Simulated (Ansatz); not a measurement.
Ag:
```
Ag
1.0
    0.00000     2.03633     2.03633
    2.03633     0.00000     2.03633
    2.03633     2.03633     0.00000
Ag
1
Direct
  0.00000   0.00000   0.00000
```

Relaxed with PBE+D3(BJ).

Task: Which orbitals make up the states near the Fermi level in the program Ansatz at the PBE+D3(BJ) level (PAW)?

Result: Within 0.5 eV of the Fermi level: Ag 5s 53 %, Ag 4d 17 %, outside the projected shells 29 %. Projections are on Löwdin-orthogonalised atomic valence shells; empty p or d shells of many metals are not among them.

Task: Tabulate the density of states.

Result: States/eV per cell of 1 atom, in 0.25 eV bins, energy from the Fermi level.

```csv
E (eV),total,Ag 4d,Ag 5s
-7.85,0.02,0.00,0.02
-7.60,0.05,0.00,0.05
-7.35,0.08,0.00,0.07
-7.10,0.10,0.00,0.10
-6.85,0.13,0.01,0.12
-6.60,0.26,0.09,0.16
-6.35,1.58,1.23,0.34
-6.10,3.09,2.63,0.45
-5.85,3.09,2.79,0.28
-5.60,2.13,2.01,0.11
-5.35,2.48,2.38,0.07
-5.10,2.49,2.40,0.08
-4.85,2.90,2.77,0.11
-4.60,4.16,3.99,0.14
-4.35,2.50,2.36,0.11
-4.10,2.77,2.66,0.09
-3.85,3.13,3.03,0.08
-3.60,2.59,2.52,0.06
-3.35,2.62,2.55,0.06
-3.10,3.90,3.83,0.06
-2.85,1.37,1.29,0.07
-2.60,0.22,0.13,0.09
-2.35,0.22,0.11,0.10
-2.10,0.22,0.10,0.11
-1.85,0.22,0.09,0.12
-1.60,0.22,0.08,0.12
-1.35,0.23,0.08,0.13
-1.10,0.23,0.07,0.14
-0.85,0.24,0.06,0.14
-0.60,0.25,0.06,0.14
-0.35,0.27,0.05,0.14
-0.10,0.27,0.05,0.14
0.15,0.27,0.04,0.14
0.40,0.26,0.04,0.14
0.65,0.26,0.04,0.13
0.90,0.26,0.03,0.13
1.15,0.26,0.03,0.12
1.40,0.26,0.02,0.11
1.65,0.26,0.02,0.11
1.90,0.25,0.02,0.10
2.15,0.24,0.02,0.09
2.40,0.23,0.01,0.08
2.65,0.22,0.01,0.07
2.90,0.20,0.01,0.06
3.15,0.19,0.01,0.05
3.40,0.17,0.01,0.04
3.65,0.22,0.01,0.09
3.90,0.34,0.02,0.19
4.15,0.34,0.02,0.18
4.40,0.33,0.02,0.16
4.65,0.30,0.01,0.14
```

Space group Fm-3m (fcc (Cu type)). The PBE+D3(BJ) relaxation kept the symmetry of its start. The run is not spin-polarised. The pairwise dispersion correction was not fitted to metals. Scalar-relativistic: spin–orbit coupling is off unless named, which matters more the heavier the elements.

Potentials: the later of the program's two PAW sets.
